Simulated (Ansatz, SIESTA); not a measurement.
Given: the input of a run of SIESTA 5.4.2 on CsLiCr2Te2S3. Atoms were shifted at random by some hundredths of an Å from the given cell, which wasn't relaxed again for these runs. The cell comes from a database or a generator and needn't be the stable form of this composition.

File CsLiCr2Te2S3.fdf:

```
SystemName                      CsLiCr2Te2S3
SystemLabel                     CsLiCr2Te2S3
NumberOfSpecies                 5
NumberOfAtoms                   9
%block ChemicalSpeciesLabel
  1  55 Cs
  2   3 Li
  3  24 Cr
  4  52 Te
  5  16 S
%endblock ChemicalSpeciesLabel

LatticeConstant                 1.0 Ang
%block LatticeVectors
     3.3192900000     1.9163900000     6.8798200000
    -3.3192900000     1.9163900000     6.8798200000
     0.0000000000    -3.8327900000     6.8798200000
%endblock LatticeVectors
AtomicCoordinatesFormat         Fractional
%block AtomicCoordinatesAndAtomicSpecies
    -0.0075540000     0.0059140000    -0.0020140000  1  Cs
     0.4965110000     0.5089930000     0.5001030000  2  Li
     0.8032600000     0.7947270000     0.8022100000  3  Cr
     0.2041840000     0.1983240000     0.2006480000  3  Cr
     0.6736050000     0.6777590000     0.6820130000  4  Te
     0.3184100000     0.3244110000     0.3228560000  4  Te
     0.1287060000     0.8613140000     0.5060690000  5  S
     0.5051880000     0.1365310000     0.8584970000  5  S
     0.8604450000     0.5066780000     0.1316860000  5  S
%endblock AtomicCoordinatesAndAtomicSpecies

%block kgrid.MonkhorstPack
    5   0   0  0.0
    0   5   0  0.0
    0   0   5  0.0
%endblock kgrid.MonkhorstPack
XC.Functional                   GGA
XC.Authors                      PBE
PAO.BasisSize                   DZP
PAO.EnergyShift                 0.003 Ry
Mesh.Cutoff                     800 Ry
Spin                            polarized
%block DM.InitSpin
    1   0.000
    2   0.000
    3   3.000
    4   3.000
    5   0.000
    6   0.000
    7   0.000
    8   0.000
    9   0.000
%endblock DM.InitSpin
OccupationFunction              FD
ElectronicTemperature           0.05 eV
MaxSCFIterations                200
SCF.MustConverge                false
SCF.Mixer.Method                Pulay
SCF.Mixer.Weight                0.1
SCF.Mixer.History               10
SCF.DM.Tolerance                5.0e-05
SCF.H.Tolerance                 1.0e-03 eV
WriteForces                     true
Charge.Mulliken                 end
%block PAO.PolarizationScheme
  Li non-perturbative
%endblock PAO.PolarizationScheme
%block PAO.Basis
  Cs 5
  n=5 0 2
    4.696 0.000
  n=6 0 2
    9.500 0.000
  n=5 1 2
    5.738 0.000
  n=6 1 1
    9.500
  n=5 2 1
    7.000
  Li 3
  n=1 0 2
    2.782 0.000
  n=2 0 2
    9.500 0.000
  n=2 1 1
    9.500
  Cr 5
  n=3 0 2
    2.885 0.000
  n=4 0 2
    8.703 0.000
  n=3 1 2
    3.267 0.000
  n=4 1 1
    8.703
  n=3 2 2
    6.381 0.000
  Te 4
  n=5 0 2
    5.635 0.000
  n=5 1 2
    7.297 0.000
  n=4 2 2
    3.260 0.000
  n=5 2 1
    7.297
%endblock PAO.Basis
Diag.ParallelOverK              true
```

Potentials or basis: PseudoDojo 0.4 standard (PBE files), converted to PSML, two zetas on semicore shells, DZP (energy shift 0.003 Ry; two zetas on semicore shells; d shell added on Cs).

The run is started by

```sh
$ mpirun -n 4 siesta CsLiCr2Te2S3.fdf > CsLiCr2Te2S3.out 2>&1
```

Q: What does the same run look like in Ansatz 0.2.0? Potentials or basis there: Ansatz PAW, cutoff 420 eV.

A: As run (cutoffs and basis follow the program's own potentials, and thresholds, step limits or extra output files can differ):

File input.yaml:

```yaml
crystal:
  lattice:
    - [3.31929, 1.91639, 6.87982]
    - [-3.31929, 1.91639, 6.87982]
    - [0.0, -3.83279, 6.87982]
  atoms:
    - { symbol: Cs, position: [-0.007554, 0.005914, -0.002014] }
    - { symbol: Li, position: [0.496511, 0.508993, 0.500103] }
    - { symbol: Cr, position: [0.80326, 0.794727, 0.80221], spin: 3.0 }
    - { symbol: Cr, position: [0.204184, 0.198324, 0.200648], spin: 3.0 }
    - { symbol: Te, position: [0.673605, 0.677759, 0.682013] }
    - { symbol: Te, position: [0.31841, 0.324411, 0.322856] }
    - { symbol: S, position: [0.128706, 0.861314, 0.506069] }
    - { symbol: S, position: [0.505188, 0.136531, 0.858497] }
    - { symbol: S, position: [0.860445, 0.506678, 0.131686] }
hamiltonian:
  xc: pbe
  pseudopotentials: { kind: paw }
magnetization:
  spin_polarized: true
kpoints:
  mp_grid: { grid: [5, 5, 5] }
scf:
  occupations: { method: fermi_dirac, width: 0.05 }
output:
  forces: true
  stress: true
  eigenvalues: true
```

Potentials or basis: Ansatz PAW.

Command:

```bash
$ ansatz run input.yaml --threads 8 --pin off --max-ram 20480MiB --backend cpu --events-out ev --progress --plain --runs-dir out
```

Both were run:

|  | SIESTA | Ansatz |
| --- | --- | --- |
| Pressure | 0.2 GPa | -0.2 GPa |
| Net moment | 4.02 μB per cell | 4.01 μB per cell |
| Energy over the undisturbed cell | 5.3 meV/atom | 9.5 meV/atom |

Ansatz's pressure holds a Pulay term of +0.02 GPa for its cutoff of 420 eV, which the other run lacks.

Where Ansatz's input types no cutoff or centring, it takes its own default and a Γ-centred mesh.

The magnetic state is the one that the start led to; the real crystal's order can differ.

The two runs disagree by more than potentials and bases usually give (in gap, levels, pressure or energy); the cause wasn't traced.

Pressure is positive in compression.
